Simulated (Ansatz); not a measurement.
Ansatz 0.2.0, relaxation: BaVO$_{4}$

The command:

```bash
ansatz run input.yaml --threads 2 --pin off --max-ram 2560MiB --backend cpu --events-out ev --progress --plain --runs-dir out
```

The input file (Ansatz 0.2.0, plane waves):

```yaml
crystal:
  lattice:
    - [-3.80300275, 3.80300275, 3.33885663]
    - [3.80300275, -3.80300275, 3.33885663]
    - [3.80300275, 3.80300275, -3.33885663]
  atoms:
    - { symbol: Ba, position: [0.875, 0.125, 0.75] }
    - { symbol: Ba, position: [0.125, 0.875, 0.25] }
    - { symbol: V, position: [0.625, 0.375, 0.25] }
    - { symbol: V, position: [0.375, 0.625, 0.75] }
    - { symbol: O, position: [0.6346, 0.2067, 0.4279] }
    - { symbol: O, position: [0.2067, 0.2788, 0.5721] }
    - { symbol: O, position: [0.2788, 0.2067, 0.0721] }
    - { symbol: O, position: [0.2067, 0.6346, 0.9279] }
    - { symbol: O, position: [0.3654, 0.7933, 0.5721] }
    - { symbol: O, position: [0.7933, 0.3654, 0.0721] }
    - { symbol: O, position: [0.7212, 0.7933, 0.9279] }
    - { symbol: O, position: [0.7933, 0.7212, 0.4279] }
  symmetry: { tolerance: 0.0003 }
kpoints:
  mp_grid: { grid: [5, 5, 5], shift: [0, 0, 0] }
magnetization:
  spin_polarized: false
scf:
  occupations: { method: fermi_dirac }
  lower_state_search: "off"
hamiltonian:
  pseudopotentials: { kind: paw }
  xc: pbesol
basis:
  ecutwfc: 420
  fft_grid_basis: typed
relax:
  max_steps: 80
  cell: { p_target: 5.0 }
output:
  forces: true
  stress: true
  eigenvalues: true
  bader: true
  populations: true
  elf: true
  write_potential: true
  volumetric_format: npy
  dos:
    e_range: [-12, 8]
    de: 0.05
    projected: { site_lists: { Ba: [Ba], O: [O], V: [V] } }
  write_density: true
checkpoint:
  read: saved_state
```

Origin of the cell: a known structure type with other elements, at an estimated volume, so it need not be a known compound.

The smearing width isn't typed, so it takes its default of 0.1 eV.

The saved state is a converged single point of the same cell.

Steps («new basis» is an SCF on plane waves selected anew at the same cell):

| step | ΔH (meV/atom) | max force component (eV/Å) | P (GPa) | volume (Å³) | SCF iterations | step was |
| --- | --- | --- | --- | --- | --- | --- |
| 1 | 0.0 | 1.727 | 1.07 | 193.16 | 6 | accepted |
| 2 | -44.5 | 0.382 | -0.03 | 207.19 | 7 | accepted |
| 3 | -59.7 | 0.134 | 4.97 | 198.75 | 7 | accepted |
| 4 | -60.3 | 0.039 | 5.09 | 198.02 | 6 | accepted |
| 5 | -60.4 | 0.003 | 5.01 | 198.31 | 6 | accepted |
| 6 | -62.1 | 0.003 | 5.18 | 198.31 | 7 | new basis |
| 7 | -62.0 | 0.000 | 5.00 | 198.68 | 6 | accepted |
| 8 | -62.1 | 0.000 | 5.00 | 198.68 | 5 | new basis |

Step 1, with forces in eV/Å:

```xyz
12
Lattice="-3.803 3.803 3.339 3.803 -3.803 3.339 3.803 3.803 -3.339" Properties=species:S:1:pos:R:3:forces:R:3 pbc="T T T" step=1
Ba    0.000    5.705    0.835    0.000    0.000    0.000
Ba    3.803   -1.902    2.504    0.000    0.000    0.000
V     0.000    1.902    2.504    0.000    0.000    0.000
V     3.803    1.902    0.835    0.000    0.000    0.000
O     0.000    3.255    1.380    0.000   -1.727    1.624
O     2.450    1.902   -0.289    1.727    0.000    1.624
O     0.000    0.548    1.380    0.000    1.727    1.624
O     5.156    1.902   -0.289   -1.727    0.000    1.624
O     3.803    0.548    1.959    0.000    1.727   -1.624
O    -1.353    1.902    3.628    1.727    0.000   -1.624
O     3.803    3.255    1.959    0.000   -1.727   -1.624
O     1.353    1.902    3.628   -1.727    0.000   -1.624
```

Step 2, with forces in eV/Å:

```xyz
12
Lattice="-3.847 3.847 3.501 3.847 -3.847 3.501 3.847 3.847 -3.501" Properties=species:S:1:pos:R:3:forces:R:3 pbc="T T T" step=2
Ba    0.000    5.770    0.875    0.000    0.000    0.000
Ba    3.847   -1.923    2.625    0.000    0.000    0.000
V     0.000    1.923    2.625    0.000    0.000    0.000
V     3.847    1.923    0.875    0.000    0.000    0.000
O     0.000    3.245    1.529    0.000   -0.251    0.382
O     2.525    1.923   -0.221    0.251    0.000    0.382
O     0.000    0.602    1.529    0.000    0.251    0.382
O     5.168    1.923   -0.221   -0.251    0.000    0.382
O     3.847    0.602    1.972    0.000    0.251   -0.382
O    -1.321    1.923    3.722    0.251    0.000   -0.382
O     3.847    3.245    1.972    0.000   -0.251   -0.382
O     1.321    1.923    3.722   -0.251    0.000   -0.382
```

Step 3, with forces in eV/Å:

```xyz
12
Lattice="-3.810 3.810 3.422 3.810 -3.810 3.422 3.810 3.810 -3.422" Properties=species:S:1:pos:R:3:forces:R:3 pbc="T T T" step=3
Ba    0.000    5.715    0.856    0.000    0.000    0.000
Ba    3.810   -1.905    2.567    0.000    0.000    0.000
V     0.000    1.905    2.567    0.000    0.000    0.000
V     3.810    1.905    0.856    0.000    0.000    0.000
O     0.000    3.222    1.495    0.000    0.134    0.010
O     2.493    1.905   -0.216   -0.134    0.000    0.010
O     0.000    0.588    1.495    0.000   -0.134    0.010
O     5.127    1.905   -0.216    0.134    0.000    0.010
O     3.810    0.588    1.927    0.000   -0.134   -0.010
O    -1.317    1.905    3.638   -0.134    0.000   -0.010
O     3.810    3.222    1.927    0.000    0.134   -0.010
O     1.317    1.905    3.638    0.134    0.000   -0.010
```

Step 4, with forces in eV/Å:

```xyz
12
Lattice="-3.808 3.808 3.414 3.808 -3.808 3.414 3.808 3.808 -3.414" Properties=species:S:1:pos:R:3:forces:R:3 pbc="T T T" step=4
Ba    0.000    5.712    0.854    0.000    0.000    0.000
Ba    3.808   -1.904    2.561    0.000    0.000    0.000
V     0.000    1.904    2.561    0.000    0.000    0.000
V     3.808    1.904    0.854    0.000    0.000    0.000
O     0.000    3.226    1.494    0.000    0.037    0.039
O     2.486    1.904   -0.214   -0.037    0.000    0.039
O     0.000    0.582    1.494    0.000   -0.037    0.039
O     5.130    1.904   -0.214    0.037    0.000    0.039
O     3.808    0.582    1.921    0.000   -0.037   -0.039
O    -1.322    1.904    3.628   -0.037    0.000   -0.039
O     3.808    3.226    1.921    0.000    0.037   -0.039
O     1.322    1.904    3.628    0.037    0.000   -0.039
```

Step 6, with forces in eV/Å:

```xyz
12
Lattice="-3.811 3.811 3.414 3.811 -3.811 3.414 3.811 3.811 -3.414" Properties=species:S:1:pos:R:3:forces:R:3 pbc="T T T" step=6
Ba    0.000    5.716    0.853    0.000    0.000    0.000
Ba    3.811   -1.905    2.560    0.000    0.000    0.000
V     0.000    1.905    2.560    0.000    0.000    0.000
V     3.811    1.905    0.853    0.000    0.000    0.000
O     0.000    3.234    1.502    0.000    0.003   -0.003
O     2.482    1.905   -0.205   -0.003    0.000   -0.003
O     0.000    0.577    1.502    0.000   -0.003   -0.003
O     5.139    1.905   -0.205    0.003    0.000   -0.003
O     3.811    0.577    1.912    0.000   -0.003    0.003
O    -1.328    1.905    3.619   -0.003    0.000    0.003
O     3.811    3.234    1.912    0.000    0.003    0.003
O     1.328    1.905    3.619    0.003    0.000    0.003
```

Step 8, with forces in eV/Å:

```xyz
12
Lattice="-3.812 3.812 3.418 3.812 -3.812 3.418 3.812 3.812 -3.418" Properties=species:S:1:pos:R:3:forces:R:3 pbc="T T T" step=8
Ba    0.000    5.718    0.855    0.000    0.000    0.000
Ba    3.812   -1.906    2.564    0.000    0.000    0.000
V     0.000    1.906    2.564    0.000    0.000    0.000
V     3.812    1.906    0.855    0.000    0.000    0.000
O     0.000    3.234    1.504    0.000    0.000    0.000
O     2.484    1.906   -0.205    0.000    0.000    0.000
O     0.000    0.578    1.504    0.000    0.000    0.000
O     5.140    1.906   -0.205    0.000    0.000    0.000
O     3.812    0.578    1.914    0.000    0.000    0.000
O    -1.328    1.906    3.623    0.000    0.000    0.000
O     3.812    3.234    1.914    0.000    0.000    0.000
O     1.328    1.906    3.623    0.000    0.000    0.000
```

```yaml
Enthalpy_lowered_by: 62.1 meV/atom
Volume_change: 2.86 %
Final_pressure: 5.00 GPa
Relaxation_steps_listed: 8
```

Caveats: no spin polarisation, so a magnetic state may lie lower; the relaxation held the start's symmetry, so the end may be a saddle point.

The run took 250 s of wall time on 2 CPU thread(s) of a shared host, from a saved density.
